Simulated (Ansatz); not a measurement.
AlPt₃:
```xyz
8
Lattice="-2.7274 2.7274 3.9141 2.7274 -2.7274 3.9141 2.7274 2.7274 -3.9141" Properties=species:S:1:pos:R:3 pbc="T T T"
Al     0.0000     2.7274     1.9571
Al     2.7274     0.0000     1.9571
Pt     0.0000     0.0000     5.8712
Pt     0.0000     0.0000     1.9571
Pt     3.9128     1.1854     0.0000
Pt    -1.1854     1.5420     3.9141
Pt     1.5420     1.1854     3.9141
Pt     1.1854     1.5420     0.0000
```

Relaxed with PBEsol. Special points in fractions of this cell's reciprocal vectors: Γ (0.000, 0.000, 0.000); X (0.000, 0.000, 0.500); P (0.250, 0.250, 0.250); N (0.000, 0.500, 0.000); M (0.500, 0.500, -0.500); S (0.371, 0.629, -0.371); S0 (-0.371, 0.371, 0.371); R (-0.243, 0.243, 0.500); G (0.500, 0.500, -0.243).

### Question
List the band energies nearest the Fermi level at these points for the program Ansatz at the PBEsol with spin–orbit coupling level (PAW).

### Answer
In eV from the Fermi level; about four levels below and three above (degenerate sets whole), none deeper than 8.9 eV; points with the same levels are listed once.

```csv
k,below,above
Γ,-0.16 -0.16 -0.01 -0.01,0.06 0.06 0.34 0.34
X,-0.87 -0.87 -0.59 -0.59,0.53 0.53 1.53 1.53
P,-0.59 -0.59 -0.59 -0.59,2.55 2.55 2.55 2.55
N,-0.34 -0.34 -0.34 -0.34,0.75 0.75 0.75 0.75
M,-1.34 -1.34 -0.34 -0.34,0.49 0.49 1.73 1.73
S,-0.61 -0.61 -0.11 -0.11,1.73 1.73 2.75 2.75
R,-0.57 -0.57 -0.39 -0.39,2.55 2.55 2.67 2.67
```

Space group I4/mcm. The first step of the workflow began from a Materials Project structure, measured or hypothetical; the Crystallography Open Database copy checked does not list it. Its standing as an ambient phase is unchecked. The PBEsol relaxation kept the symmetry of its start; its stability against distortions is not shown here. No spin polarisation was allowed.

Potentials: the later of the program's two PAW sets.
